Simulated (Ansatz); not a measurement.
YSi2 in space group P4/mmm (No. 123; Si on 2f, Y on 1b) at seven volumes, the program Ansatz at the r²SCAN level (PAW), shape and atoms relaxed at each. One row is withheld.

```
V (Å³/atom)  P (GPa)
-----------  -------
19.280          9.06
19.916          5.72
20.551          2.66
21.187          0.00
21.822         -2.25
22.458             ?
23.094         -5.60
```

Fit the shown pressures and predict the withheld one.

P = (3/2)B₀(x^(7/2) − x^(5/2))[1 + (3/4)(B′ − 4)(x − 1)] with x = (V₀/V)^(2/3). Least squares on the six rows gives V₀ = 21.199 Å³/atom, B₀ = 78.9 GPa, B′ = 4.18. At V = 22.458, x = 0.9623 and P = -4.04 GPa. The run itself gave -3.97 GPa.

The cell is a constructed one: a structure type filled with these elements; neither database checked (COD, Materials Project) lists it. COD files the formula under space group No. 191, so this cell is another polymorph or a model. Its standing as an ambient phase is unchecked. The cell was relaxed with r²SCAN under the symmetry of its start; its stability against distortions is not shown here. The run is not spin-polarised.

Potentials: the later of the program's two PAW sets.
